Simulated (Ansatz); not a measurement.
**Sn-119 Mössbauer parameters in CsSnI3**

Cell: a computed structure from the Materials Project (it need not be an observed phase).

Space group Pnma (No. 62); a = 10.5977, b = 4.7828, c = 17.9646 Å.

```
site  Wyckoff  site symmetry       x       y       z
  Cs       4c            .m.  0.5841  0.2500  0.1699
  Sn       4c            .m.  0.8414  0.2500  0.9381
  I9       4c            .m.  0.5269  0.7500  0.6156
 I13       4c            .m.  0.7940  0.7500  0.2914
 I17       4c            .m.  0.6661  0.7500  0.9986
```

One atom of each set is listed.

Method: Kohn–Sham DFT in Ansatz, PBE, plane waves and PAW, scalar-relativistic, 420 eV cutoff, Γ-centred 3×6×2 k-points, Fermi–Dirac smearing 0.02 eV.

Isomer shifts (against SnO₂) follow from the electron density at the nucleus, δ = α(ρ − ρ₀), with α = 0.099 mm s⁻¹ a₀³ and ρ₀ = 183191.44 a₀⁻³ from a line fitted to 8 measured compounds at this level of theory (rms miss 0.12 mm/s). ΔE_Q = ½eQV_zz(1 + η²/3)^½ with Q = -0.132 b for the 23.9 keV state.

**Question.** Where do the absorption lines lie?

**Answer.** Sn (4 atoms a cell): δ = 3.97, |ΔE_Q| = 0.40 mm/s, a doublet at 3.77 and 4.16 mm/s.

Without spin–orbit coupling the gradients at and beside I can be off by some per cent, at some sites by more. Shifts outside the range of the fitted compounds (-0.5 to 3.2 mm/s for Sn) are extrapolations.
